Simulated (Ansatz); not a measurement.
Mg₂Sn (cubic Laves, MgCu2 type)

```yaml
crystal:
  lattice:
    - [0.00000, 4.06863, 4.06863]
    - [4.06863, 0.00000, 4.06863]
    - [4.06863, 4.06863, 0.00000]
  atoms:
    - { symbol: Sn, position: [0.00000, 0.00000, 0.00000] }
    - { symbol: Sn, position: [0.25000, 0.25000, 0.25000] }
    - { symbol: Mg, position: [0.62500, 0.62500, 0.62500] }
    - { symbol: Mg, position: [0.12500, 0.62500, 0.62500] }
    - { symbol: Mg, position: [0.62500, 0.62500, 0.12500] }
    - { symbol: Mg, position: [0.62500, 0.12500, 0.62500] }
```

The slice is a {111} plane (indices of the conventional cell) through the point (0.625, 0.625, 0.625) (fractional), spanned by u = [100] and v = [-1 2 0] in vectors of this cell: u (5.75 Å) and v (9.97 Å, at 90° to u). It covers one period; positions are fractions (u, v).

These are LDA (plane waves to 420 eV, PAW, scalar-relativistic; Ansatz, a program for electronic structure) values and carry that method's errors. k mesh 10×10×10. Near the nuclei the fields are pseudised (PAW); where an atom keeps semicore shells as valence, they peak there. Mg2Sn was relaxed with its symmetry unable to fall. The relaxed cell of Mg2Sn is 74 % larger than its starting cell; the method has no dispersion term. This is one of several known forms of Mg2Sn; the measured ambient cells at hand have space group No. 225.

Problem. Predict the map of the electron localisation function (ELF) on the slice.

Solution. 
```
v \ u  0.00  0.17  0.33  0.50  0.67  0.83
-----  ----  ----  ----  ----  ----  ----
0.90   0.06  0.29  0.29  0.06  0.69  0.69
0.80   0.32  0.24  0.24  0.32  0.23  0.23
0.70   0.32  0.24  0.24  0.32  0.23  0.23
0.60   0.06  0.29  0.29  0.06  0.69  0.69
0.50      x  0.07  0.07     x  0.07  0.07
0.40   0.06  0.69  0.69  0.06  0.29  0.29
0.30   0.32  0.23  0.23  0.32  0.24  0.24
0.20   0.32  0.23  0.23  0.32  0.24  0.24
0.10   0.06  0.69  0.69  0.06  0.29  0.29
0.00      x  0.07  0.07     x  0.07  0.07
```

Values: electron localisation function (ELF). Points within 0.5 Å of a nucleus are blanked (x), as the pseudised field means little there.
